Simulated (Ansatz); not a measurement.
**Ta2C: how the energy converges with the cutoff**

Ta2C, P-3m1, a = 3.106 Å, c = 4.946 Å. The structure is a COD entry; whether it is the stable form wasn't checked. Ansatz: PBEsol, PAW, cutoff varied, Γ-centred 15×15×8 mesh on 3 atoms, Gaussian smearing 0.10 eV; no spin polarisation. Single points at one geometry, the cutoff alone changed; ΔE is the energy at zero smearing over the run at 500 eV. The runs up to 350 eV lie under the cutoff recommended for these PAW datasets.

| cutoff (eV) | ΔE (meV/atom) |
| --- | --- |
| 250 | ? |
| 300 | 56.28 |
| 350 | 14.38 |
| 420 | 1.25 |

Assume ΔE falls exponentially with the cutoff, fit y = ln ΔE against x, the cutoff in eV, to the other rows, and predict the missing value.

y = 4.030, 2.666, 0.223. Means x = 356.7, y = 2.3063; Σ(Δx)² = 7267, ΣΔxΔy = -232.0; the slope is their ratio. y = 13.69 − 0.03193 x, a factor of ten per 72 eV. At 250 eV this gives ΔE = 301.12 meV/atom. The run gave 242.42, a ratio of 1.24. Between neighbouring rows the decay runs from a factor of ten per 66 eV to one per 84 eV, so one exponential is only a rough guide. The reference at 500 eV isn't the complete basis: by the fit it lies 0.10 meV/atom above it, and every ΔE is lowered by that much, or by more if the decay slows beyond the rows, as it often does.